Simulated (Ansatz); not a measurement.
BaHfO₃ (cubic perovskite, space group No. 221) under volume change, PBE in the plane-wave PAW code Ansatz, scaled uniformly.

```json
[
 {"V (Å³/atom)": "13.545", "E − E(relaxed) (meV/atom)": "69.0", "P (GPa)": "18.00"},
 {"V (Å³/atom)": "13.991", "E − E(relaxed) (meV/atom)": "28.9", "P (GPa)": "10.99"},
 {"V (Å³/atom)": "14.438", "E − E(relaxed) (meV/atom)": "?", "P (GPa)": "?"},
 {"V (Å³/atom)": "14.884", "E − E(relaxed) (meV/atom)": "0.0", "P (GPa)": "-0.01"},
 {"V (Å³/atom)": "15.331", "E − E(relaxed) (meV/atom)": "?", "P (GPa)": "?"},
 {"V (Å³/atom)": "15.777", "E − E(relaxed) (meV/atom)": "23.4", "P (GPa)": "-7.96"},
 {"V (Å³/atom)": "16.224", "E − E(relaxed) (meV/atom)": "50.0", "P (GPa)": "-11.06"}
]
```

Q: Some entries are withheld; supply them.

A: 
- 14.438, E − E(relaxed) (meV/atom): 6.8
- 14.438, P (GPa): 5.04
- 15.331, E − E(relaxed) (meV/atom): 6.2
- 15.331, P (GPa): -4.30

Q: What does a third-order Birch–Murnaghan fit give for V₀, B₀ and B′?

A: V₀ = 14.88 Å³/atom, B₀ = 155 GPa, B′ = 4.4.

Space group Pm-3m (cubic perovskite). The PBE relaxation kept the symmetry of its start; phonons on a q-mesh show no instability. No spin polarisation was allowed. Scalar-relativistic: spin–orbit coupling is off unless named, which matters more the heavier the elements.

Potentials: the later of the program's two PAW sets.
